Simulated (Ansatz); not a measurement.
MgSe (rock salt, space group No. 225) under volume change, the program Ansatz at the PBE level (PAW), scaled uniformly.

```tsv
V (Å³/atom)	E − E(relaxed) (meV/atom)	P (GPa)
19.012	(withheld)	(withheld)
19.639	(withheld)	(withheld)
20.265	3.7	1.96
20.892	0.0	0.00
21.519	3.4	-1.69
22.146	12.9	-3.14
22.773	27.7	-4.38
```

Task: Fill in the missing entries.

Result: 
- 19.639, E − E(relaxed) (meV/atom): 15.8
- 19.639, P (GPa): 4.26
- 19.012, E − E(relaxed) (meV/atom): 37.5
- 19.012, P (GPa): 6.94

Task: What does a third-order Birch–Murnaghan fit give for V₀, B₀ and B′?

Result: V₀ = 20.89 Å³/atom, B₀ = 60.6 GPa, B′ = 4.1.

Space group Fm-3m (rock salt). Symmetry was held in the PBE relaxation.

Potentials: the later of the program's two PAW sets.
